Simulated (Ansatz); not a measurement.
Structure: CrSTe as a Janus 2H monolayer, at its r2SCAN minimum. The sheet's in-plane cell has a = 3.272 Å, b = 3.272 Å (γ = 120.0°), and its outermost atoms lie 3.14 Å apart along the normal. Cr is surrounded by 3 S at 2.32 Å and 3 Te at 2.61 Å; S is surrounded by 3 Cr at 2.32 Å; Te is surrounded by 3 Cr at 2.61 Å and 6 Te at 3.27 Å.

3 runs of Ansatz 0.2.0 on this cell differ in the functional (and in the settings that go with it). Levels are in eV from each run's valence top; v1 is the last filled band, c1 the first empty one.

Run A, mean stress -1.3 N/m (compression positive):

| point | v4 | v3 | v2 | v1 | c1 | c2 |
| --- | --- | --- | --- | --- | --- | --- |
| Γ | -2.80 | -1.16 | -1.16 | 0.00 | 2.84 | 2.84 |
| M | -3.12 | -2.16 | -1.16 | -0.88 | 1.07 | 1.23 |
| K | -4.03 | -3.99 | -1.99 | -0.50 | 0.67 | 1.72 |

Run B, mean stress -4.0 N/m (compression positive):

| point | v4 | v3 | v2 | v1 | c1 | c2 |
| --- | --- | --- | --- | --- | --- | --- |
| Γ | -2.48 | -1.04 | -1.04 | 0.00 | 2.18 | 2.18 |
| M | -2.78 | -1.90 | -0.97 | -0.82 | 0.56 | 0.66 |
| K | -3.64 | -3.53 | -1.72 | -0.54 | 0.20 | 1.16 |

Run C, mean stress -2.9 N/m (compression positive):

| point | v4 | v3 | v2 | v1 | c1 | c2 |
| --- | --- | --- | --- | --- | --- | --- |
| Γ | -2.90 | -1.19 | -1.19 | 0.00 | 3.68 | 3.68 |
| M | -3.19 | -2.20 | -1.11 | -0.91 | 1.79 | 1.98 |
| K | -4.10 | -4.08 | -2.04 | -0.46 | 1.31 | 2.45 |

**Question.** Match the runs to LDA, r2SCANh, PBE0.

**Answer.** A is r2SCANh, B is LDA, C is PBE0. In order of the gap: LDA 0.20, r2SCANh 0.67, PBE0 1.31 eV.

No spin polarisation and no zero-point or thermal motion; the cell was built from a prototype and may be hypothetical.

Spin-orbit coupling is left out, which matters wherever the heavy atoms make up the band edges.

The stress of a hybrid is loosely converged in these runs.

The meshes of the hybrids are coarse, so their gaps aren't converged to the digits shown.
